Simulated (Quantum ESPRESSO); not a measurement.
Al2Os2TaHf2Mo, input and log of a self-consistent run

A calculation, not a measurement. The program is pw.x of Quantum ESPRESSO 7.5 (plane-wave density functional theory). The cell is made up: eight metal atoms on a face-centred cubic lattice, with elements, volume, strain and displacements drawn at random and not relaxed, so it may be unstable or far from any real phase. PseudoDojo standard norm-conserving files set the functional (PBE unless stated); there is no spin polarisation or spin-orbit coupling, the Fermi-Dirac width of 0.25 eV means electrons at about 2900 K, and the masses in the input are unused placeholders. Heavy elements are run without spin-orbit coupling, which real alloys of them have. A spin test at this wide smearing found no moment, but such smearing suppresses magnetism that the real alloy may have.

Input:

```
&control calculation='scf', pseudo_dir='./dojo.nc.sr.pbe.v0_5.standard.upf', outdir='./o', disk_io='minimal', tprnfor=.true., tstress=.true. /
&system ibrav=0, nat=8, ntyp=5, nbnd=61, ecutwfc=79.96652505, nosym=.true., tot_charge=0,
 occupations='smearing', smearing='fd', degauss=0.0183746611
/
&electrons conv_thr=1.470e-08, electron_maxstep=70, mixing_beta=0.5 /
ATOMIC_SPECIES
Al 1.0 Al.upf
Hf 1.0 Hf.upf
Mo 1.0 Mo.upf
Os 1.0 Os.upf
Ta 1.0 Ta.upf
CELL_PARAMETERS angstrom
2.0965 4.193 2.0965
0.0 4.193 -4.193
-4.193 4.193 0.0
ATOMIC_POSITIONS angstrom
Al 0.0071 -0.0154 0.0224
Os -2.0604 2.1268 -0.0198
Ta 0.0191 2.1044 -2.0753
Hf -2.0634 4.2186 -2.1201
Os 0.0432 4.2147 -0.0569
Al -2.0789 6.2384 -0.0094
Hf 0.0161 6.322 -2.1008
Mo -2.0923 8.4251 -2.0976
K_POINTS automatic
5 5 5 1 1 1
```

The log is shortened where brackets say so; the opening notice, blank lines, dates and the lines on written files are dropped, and the path of the files is cut. It prints rydbergs, bohrs and kilobars, and counts compression as positive stress. Its total energy is the free energy E - TS of the whole cell.

```
     Program PWSCF v.7.5
     Parallel version (MPI & OpenMP), running on       4 processor cores
     Number of MPI processes:                 4
     Threads/MPI process:                     1
     [start-up lines left out]
     bravais-lattice index     =            0
     lattice parameter (alat)  =       9.7044  a.u.
     unit-cell volume          =     994.9498 (a.u.)^3
     number of atoms/cell      =            8
     number of atomic types    =            5
     number of electrons       =        89.00
     number of Kohn-Sham states=           61
     kinetic-energy cutoff     =      79.9665  Ry
     charge density cutoff     =     319.8661  Ry
     scf convergence threshold =      1.5E-08
     mixing beta               =       0.5000
     number of iterations used =            8  plain     mixing
     Exchange-correlation= PBE
                           (   1   4   3   4   0   0   0)
     [axes and pseudopotential details left out]
   Cartesian axes
     site n.     atom                  positions (alat units)
         1        Al     tau(   1) = (   0.0013826  -0.0029988   0.0043619  )
         2        Os     tau(   2) = (  -0.4012186   0.4141486  -0.0038556  )
         3        Ta     tau(   3) = (   0.0037193   0.4097866  -0.4041200  )
         4        Hf     tau(   4) = (  -0.4018028   0.8214816  -0.4128439  )
         5        Os     tau(   5) = (   0.0084123   0.8207222  -0.0110801  )
         6        Al     tau(   6) = (  -0.4048211   1.2147942  -0.0018304  )
         7        Hf     tau(   7) = (   0.0031351   1.2310735  -0.4090856  )
         8        Mo     tau(   8) = (  -0.4074304   1.6406070  -0.4084625  )
     number of k points=    63  Fermi-Dirac smearing, width (Ry)=  0.0184
                       cart. coord. in units 2pi/alat
        k(    1) = (   0.0000000   0.1224745   0.0000000), wk =   0.0320000
        k(    2) = (  -0.1837117   0.1837117   0.0612372), wk =   0.0320000
     [further k points left out]
     Dense  grid:    96081 G-vectors     FFT dimensions: (  60,  64,  64)
     Estimated max dynamical RAM per process >     360.75 MB
     Estimated total dynamical RAM >       1.34 GB
     Initial potential from superposition of free atoms
     starting charge      88.9886, renormalised to      89.0000
     Starting wfcs are   68 randomized atomic wfcs
     total cpu time spent up to now is        6.3 secs
     per-process dynamical memory:   289.5 Mb
     Self-consistent Calculation
     iteration #  1     ecut=    79.97 Ry     beta= 0.50
     Davidson diagonalization with overlap
     ethr =  1.00E-02,  avg # of iterations =  2.7
     total cpu time spent up to now is       20.2 secs
     total energy              =    -909.80912032 Ry
     estimated scf accuracy    <       1.27420875 Ry
     iteration #  2     ecut=    79.97 Ry     beta= 0.50
     Davidson diagonalization with overlap
     ethr =  1.43E-03,  avg # of iterations =  3.0
     total cpu time spent up to now is       35.4 secs
     total energy              =    -909.38103055 Ry
     estimated scf accuracy    <      14.88818334 Ry
     iteration #  3     ecut=    79.97 Ry     beta= 0.50
     Davidson diagonalization with overlap
     ethr =  1.43E-03,  avg # of iterations =  2.0
     total cpu time spent up to now is       49.0 secs
     total energy              =    -910.45117175 Ry
     estimated scf accuracy    <       0.32513688 Ry
     iteration #  4     ecut=    79.97 Ry     beta= 0.50
     Davidson diagonalization with overlap
     ethr =  3.65E-04,  avg # of iterations =  2.0
     total cpu time spent up to now is       60.9 secs
     total energy              =    -910.48777152 Ry
     estimated scf accuracy    <       0.08548894 Ry
     iteration #  5     ecut=    79.97 Ry     beta= 0.50
     Davidson diagonalization with overlap
     ethr =  9.61E-05,  avg # of iterations =  3.5
     total cpu time spent up to now is       75.0 secs
     total energy              =    -910.49445311 Ry
     estimated scf accuracy    <       0.03017034 Ry
     [iterations 6 to 10 left out]
     iteration # 11     ecut=    79.97 Ry     beta= 0.50
     Davidson diagonalization with overlap
     ethr =  8.74E-09,  avg # of iterations =  3.8
     total cpu time spent up to now is      155.3 secs
     total energy              =    -910.49900904 Ry
     estimated scf accuracy    <       0.00000105 Ry
     iteration # 12     ecut=    79.97 Ry     beta= 0.50
     Davidson diagonalization with overlap
     ethr =  1.18E-09,  avg # of iterations =  3.1
     total cpu time spent up to now is      169.1 secs
     total energy              =    -910.49900924 Ry
     estimated scf accuracy    <       0.00000057 Ry
     iteration # 13     ecut=    79.97 Ry     beta= 0.50
     Davidson diagonalization with overlap
     ethr =  6.45E-10,  avg # of iterations =  2.0
     total cpu time spent up to now is      181.2 secs
     total energy              =    -910.49900928 Ry
     estimated scf accuracy    <       0.00000025 Ry
     iteration # 14     ecut=    79.97 Ry     beta= 0.50
     Davidson diagonalization with overlap
     ethr =  2.84E-10,  avg # of iterations =  2.0
     total cpu time spent up to now is      193.8 secs
     total energy              =    -910.49900929 Ry
     estimated scf accuracy    <       0.00000039 Ry
     iteration # 15     ecut=    79.97 Ry     beta= 0.50
     Davidson diagonalization with overlap
     ethr =  2.84E-10,  avg # of iterations =  1.0
     total cpu time spent up to now is      205.1 secs
     End of self-consistent calculation
     [lines on levels left out]
!    total energy              =    -910.49900932 Ry
     estimated scf accuracy    <       0.00000001 Ry
     smearing contrib. (-TS)   =      -0.11045848 Ry
     internal energy E=F+TS    =    -910.38855084 Ry
     The total energy is F=E-TS. E is the sum of the following terms:
     one-electron contribution =    -268.81132872 Ry
     hartree contribution      =     169.82292744 Ry
     xc contribution           =    -193.65118300 Ry
     ewald contribution        =    -617.74896656 Ry
     convergence has been achieved in  15 iterations
     Forces acting on atoms (cartesian axes, Ry/au):
     atom    1 type  1   force =     0.00903925    0.00134492   -0.01901955
     atom    2 type  4   force =    -0.01849877   -0.01076763   -0.00688682
     atom    3 type  5   force =     0.00252708    0.00364788    0.02216814
     atom    4 type  2   force =    -0.01621249   -0.00414862    0.03434485
     atom    5 type  4   force =     0.01244669    0.00778215    0.01340135
     atom    6 type  1   force =     0.01061572    0.01017575    0.01822871
     atom    7 type  2   force =    -0.00688324   -0.00541211   -0.04675588
     atom    8 type  3   force =     0.00696577   -0.00262234   -0.01548079
     Total force =     0.080144     Total SCF correction =     0.000336
     Computing stress (Cartesian axis) and pressure
          total   stress  (Ry/bohr**3)                   (kbar)     P=     -123.98
  -0.00080341   0.00013298  -0.00006668         -118.19       19.56       -9.81
   0.00013298  -0.00076874   0.00022268           19.56     -113.09       32.76
  -0.00006668   0.00022268  -0.00095629           -9.81       32.76     -140.68
     init_run     :      5.87s CPU      6.14s WALL (       1 calls)
     electrons    :    197.46s CPU    198.79s WALL (       1 calls)
     forces       :      2.73s CPU      2.75s WALL (       1 calls)
     stress       :      9.36s CPU      9.60s WALL (       1 calls)
     [timing details left out]
     PWSCF        :   3m35.61s CPU   3m37.51s WALL
     JOB DONE.
```

In other units: free energy -12387.970 eV for the cell, pressure -12.40 GPa, largest force component 1.202 eV/Å in size. The run took 219 s of wall time with four MPI processes on a shared machine (Intel Xeon, 2023 or later, virtual cores), so the time is rough. A rerun of this cell at a higher cutoff and on a denser mesh moved values by no more than 0.003 eV in energy, 0.02 GPa in stress and 0.006 eV/Å in force, and a second program with other atomic files agreed on that cell to 2 % rms in force and 0.5 GPa in pressure.